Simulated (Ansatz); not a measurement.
An Ansatz input:

```yaml
crystal:
  lattice:
    - [3.0538279201, 0.0, 0.0]
    - [0.0, 3.0538279201, 0.0]
    - [0.0, 0.0, 3.0538279201]
  atoms:
    - { symbol: Pd, position: [0.0, 0.0, 0.0], spin: 0.5 }
    - { symbol: Pd, position: [0.5, 0.5, 0.5], spin: -0.5 }
hamiltonian:
  xc: lda
  pseudopotentials:
    kind: paw
    azcp:
      Pd: "pseudopotentials/Pd.paw.azcp"
basis:
  ecutwfc: 420
  fft_grid_basis: typed
kpoints:
  mp_grid: { grid: [12, 12, 12], shift: [0, 0, 0] }
magnetization:
  spin_polarized: true
scf:
  occupations: { method: fermi_dirac, width: 0.05 }
  lower_state_search: "off"
output:
  stress: true
```

Terminal output

```
Warning: the record states the generating functional pbe (its physics header spells it `PBE`), which answers neither for hamiltonian.xc's functional nor for the lda family's — results may be inconsistent (PPs are generated against a specific XC)
Engine: ansatz 0.2.0, aarch64-unknown-linux-gnu
Pseudopotentials: kind: paw
Pseudopotential: Pd, paw, valence charge 18, recommended cutoff 420 eV (normal) 
Functional definition: SPW92
  exchange = slater_x
  correlation = pw_c
Crystal: 2 atoms, lattice volume = 28.480 Å³
Basis set: ecut = 420 eV, 587 PW (Γ)
Bands: 23, of which v1, the nominal top of the filled ones, is band 18 counted from 1 (17 counted from 0)
Symmetry: 48 space group operations
Space group: Pm-3m (ITA 221), of the structure as read, at distance tolerance 3.1e-5 Å
Magnetic group: BNS 221.97 (UNI 1599), of the structure as read, at distance tolerance 3.1e-5 Å
k-points: 84 of 1728
Non-local potential: Pd, projectors of the file, l = 0: 2, l = 1: 2, l = 2: 2, l = 3: 1
PAW form: soft (Blöchl's): semilocal exchange-correlation on the pseudo side does not see the compensation charge
PAW frozen core: Pd, regenerated for the run's functional, and the local potential with it (the file was generated under x = pbe(κ = 0.804, μ = 0.2195149727645171), c = pbe(β = 0.06672455060314922))
PAW one-centre angular grid: Pd, 590 points (default); XC on 64 Gauss nodes
Initial density: superposition of atomic densities (chi_scale 0.1, normalization cell)
Starting moments: Σ|m| = 1 μB on 2 of 2 sites
Starting magnetic order: antiferromagnet; a translation exchanges its spin sublattices: spin-degenerate at every k-point
Initial wavefunctions: pseudopotential atomic-orbital guess
Functional: x = slater, c = lda
SCF iter   1: F=—  HF=-13691.370399 eV  |F-HF|=—  |Δ(HF+E_count)|=         —  Δρ=9.08e-2 (↑9.08e-2 ↓9.08e-2)  dr2=8.05e0  dr2_m=2.16e-1  M=0.000 μB ∫|m|=0.219 μB  β_m=0.30  ethr=3.10e-3  ⟨swp⟩=5.6  Hψ=8039  notcnv=0
SCF iter   2: F=—  HF=-13689.851543 eV  |F-HF|=—  |Δ(HF+E_count)|=    1.52e0  Δρ=5.56e-2 (↑5.56e-2 ↓5.56e-2)  dr2=2.77e0  dr2_m=1.29e-1  M=0.000 μB ∫|m|=0.160 μB  β_m=0.30  ethr=3.10e-3  ⟨swp⟩=2.3  Hψ=3816  notcnv=0  defer=26
SCF iter   3: F=—  HF=-13689.043004 eV  |F-HF|=—  |Δ(HF+E_count)|=   8.09e-1  Δρ=2.22e-2 (↑2.22e-2 ↓2.22e-2)  dr2=8.19e-2  dr2_m=7.75e-2  M=0.000 μB ∫|m|=0.112 μB  β_m=0.30  ethr=3.10e-3  ⟨swp⟩=2.2  Hψ=3287  notcnv=0  defer=26
SCF iter   4: F=—  HF=-13689.041337 eV  |F-HF|=—  |Δ(HF+E_count)|=   1.67e-3  Δρ=1.32e-2 (↑1.32e-2 ↓1.32e-2)  dr2=1.87e-3  dr2_m=4.52e-2  M=0.000 μB ∫|m|=0.084 μB  β_m=0.30  ethr=2.27e-4  ⟨swp⟩=2.0  Hψ=4341  notcnv=0  defer=30
SCF iter   5: F=—  HF=-13689.047282 eV  |F-HF|=—  |Δ(HF+E_count)|=   5.95e-3  Δρ=1.00e-2 (↑1.00e-2 ↓1.00e-2)  dr2=1.46e-4  dr2_m=2.62e-2  M=0.000 μB ∫|m|=0.064 μB  β_m=0.30  ethr=5.18e-6  ⟨swp⟩=2.0  Hψ=2704  notcnv=0  defer=30
SCF iter   6: F=—  HF=-13689.051428 eV  |F-HF|=—  |Δ(HF+E_count)|=   4.15e-3  Δρ=7.61e-3 (↑7.61e-3 ↓7.61e-3)  dr2=5.92e-6  dr2_m=1.51e-2  M=0.000 μB ∫|m|=0.049 μB  β_m=0.30  ethr=4.06e-7  ⟨swp⟩=2.0  Hψ=3419  notcnv=0  defer=30
SCF iter   7: F=—  HF=-13689.053172 eV  |F-HF|=—  |Δ(HF+E_count)|=   1.74e-3  Δρ=5.79e-3 (↑5.79e-3 ↓5.79e-3)  dr2=3.76e-7  dr2_m=8.75e-3  M=0.000 μB ∫|m|=0.037 μB  β_m=0.30  ethr=1.64e-8  ⟨swp⟩=2.7  Hψ=3678  notcnv=0  defer=30
Mixer restart at iter 7: flushing history
spin-set hold released at iteration 7 (site moments contracting): the magnetisation degrees of freedom join the quasi-Newton model from the next iteration; the mixer history was flushed
SCF iter   8: F=—  HF=-13689.054183 eV  |F-HF|=—  |Δ(HF+E_count)|=   1.01e-3  Δρ=4.40e-3 (↑4.40e-3 ↓4.40e-3)  dr2=1.89e-7  dr2_m=5.06e-3  M=0.000 μB ∫|m|=0.028 μB  β_m=0.65  ethr=2.78e-10  ⟨swp⟩=5.0  Hψ=7350  notcnv=0
SCF iter   9: F=—  HF=-13689.055578 eV  |F-HF|=—  |Δ(HF+E_count)|=   1.39e-3  Δρ=3.65e-5 (↑3.65e-5 ↓3.65e-5)  dr2=2.85e-8  dr2_m=3.39e-7  M=0.000 μB ∫|m|=0.000 μB  β_m=0.82  ethr=2.78e-10  ⟨swp⟩=6.0  Hψ=8049  notcnv=0
iter 10 did not close the SCF: its close was put off for a magnetic moment that had not settled (scf_convergence_deferred on its scf_iter line)
SCF iter  10: F=-13689.055578 eV  HF=-13689.055578 eV  |F-HF|=1.50e-8  |Δ(HF+E_count)|=   2.70e-7  Δρ=1.04e-5 (↑1.04e-5 ↓1.04e-5)  dr2=3.11e-8  dr2_m=2.00e-8  M=0.000 μB ∫|m|=0.000 μB  β_m=0.91  ethr=7.91e-11  ⟨swp⟩=3.7  Hψ=5440  notcnv=0
SCF iter  11: F=—  HF=-13689.055578 eV  |F-HF|=—  |Δ(HF+E_count)|=   5.41e-8  Δρ=1.27e-5 (↑1.27e-5 ↓1.27e-5)  dr2=1.58e-7  dr2_m=1.20e-10  M=0.000 μB ∫|m|=0.000 μB  β_m=0.64  ethr=7.91e-11  ⟨swp⟩=2.1  Hψ=3457  notcnv=0  defer=30
iter 12 did not close the SCF: its close was put off for a magnetic moment that had not settled (scf_convergence_deferred on its scf_iter line)
SCF iter  12: F=-13689.055578 eV  HF=-13689.055578 eV  |F-HF|=2.18e-11  |Δ(HF+E_count)|=   4.81e-8  Δρ=4.29e-7 (↑4.29e-7 ↓4.29e-7)  dr2=9.31e-12  dr2_m=4.51e-11  M=0.000 μB ∫|m|=0.000 μB  β_m=0.82  ethr=7.91e-11  ⟨swp⟩=1.9  Hψ=5868  notcnv=0
SCF iter  13: F=-13689.055578 eV  HF=-13689.055578 eV  |F-HF|=0.00e0  |Δ(HF+E_count)|=  2.55e-11  Δρ=1.11e-8 (↑1.11e-8 ↓1.11e-8)  dr2=1.22e-14  dr2_m=1.94e-14  M=0.000 μB ∫|m|=0.000 μB  ethr=1.00e-12  ⟨swp⟩=1.0  Hψ=4170  notcnv=0
WARN: the starting moments were not kept: the SCF closed with an absolute magnetisation of 8.1e-8 μB, where they sum to 1 μB in size (2 sites). That is at most 0.1 of that sum. Measured as dr2_m measures the in/out step, that magnetisation stands 1.1e-15 eV from none, at or under the dr2_threshold of 1.0e-7 eV: it is no larger than a step whose dr2_m would equal this threshold. The system may hold no moment; this SCF shows only that its start led to no more than that. To try another start: raise the starting moments (crystal.atoms[].spin, magnetization.per_species, magnetization.initial_magnetization, or on a non-collinear deck that types none of these the spinor_matrix: blocks that start its atoms; where the total moment is fixed, keep their sum and leave initial_magnetization as it is; typed ones take the place of any that the run laid by itself, positive ones on a crystal's lanthanoids without a Hubbard term where scf.initial_density.shell_occupations: [] is typed) or, if the notice of its spin-set hold's release reads "site moments contracting" or "site moments show no strong build", lengthen the hold (scf.mixing.spin_hold: { on: { confirm: 4 } }; for m-r²SCAN on two components see the key's manual first). Each may lead to a state that holds a moment. A second SCF, from the converged charge density, with the starting moments and any scf.initial_density.shell_occupations laid on it anew, would have followed, and was not run: the deck does not ask for one (magnetization.retry_lost_moments is false, the default). To let it run, set magnetization.retry_lost_moments: true and run the deck again, where that key's refused combinations let it; where memory then withholds it, that run's warning says so.
SCF 1 converged in 13 iterations: F = -13689.055578 eV  dr2 = 1.22e-14
SCF converged after 13 iterations
Magnetization: 0.0000 μB (18.0000 up, 18.0000 down)
Absolute magnetization: 0.0000 μB (∫|ρ↑−ρ↓|, with the PAW one-centre terms)
Spin contamination: 0.0000 ħ² per cell (⟨S²⟩ above its minimum at these occupations)
Per-site moments (μB) at R_I (Å): [(1.8845003849275912e-8, 1.0909356800070278), (-1.8845003849275912e-8, 1.0909356800070278)]
Free energy (F): -13689.055578 eV
Harris-Foulkes:  -13689.055578 eV  (|F-HF|=0.00e0)
Internal energy: -13689.034263 eV  (E = F + TS)
E sigma→0 (E₀):  -13689.044921 eV
Entropy (-TS):   -0.021315 eV (-10.658 meV/atom)
Fermi energy:    20.389314 eV
--- Per-component energies (eV) ---
  E_band       = -253.631958
  E_kinetic    = 1029.137929
  E_local      = -3406.384112  (includes V_loc(G=0)·N_el)
  E_nonlocal   = 445.906633
  E_hartree    = 1382.778757
  E_xc         = -336.245727
  E_vxc        = -423.823919  (∫ρ·V_xc dr)
  E_paw        = -7245.751230  (= ΣΔE_a)
  E_vpaw       = -664.026367  (= ΣTr[D̂ρ^β])
  E_aug_tail   = 0.000362  (compensation charges beyond the density's cutoff)
  E_ewald      = -5559.838342
  E_core_change = 1.361468  (= ΣΔE_core)
  E_smearing   = -0.021315  (= −TS)
  E_closure    = 0.000000  (closes the sum)
  Σ components = -13689.055578   (vs F -13689.055578, Δ=0.00e0)
--- Stress (GPa, compression-positive) ---
        0.269405       0.000000       0.000000
        0.000000       0.269405       0.000000
        0.000000       0.000000       0.269405
  P = ⅓ Tr σ = 0.2694 GPa (2.694 kbar)
```
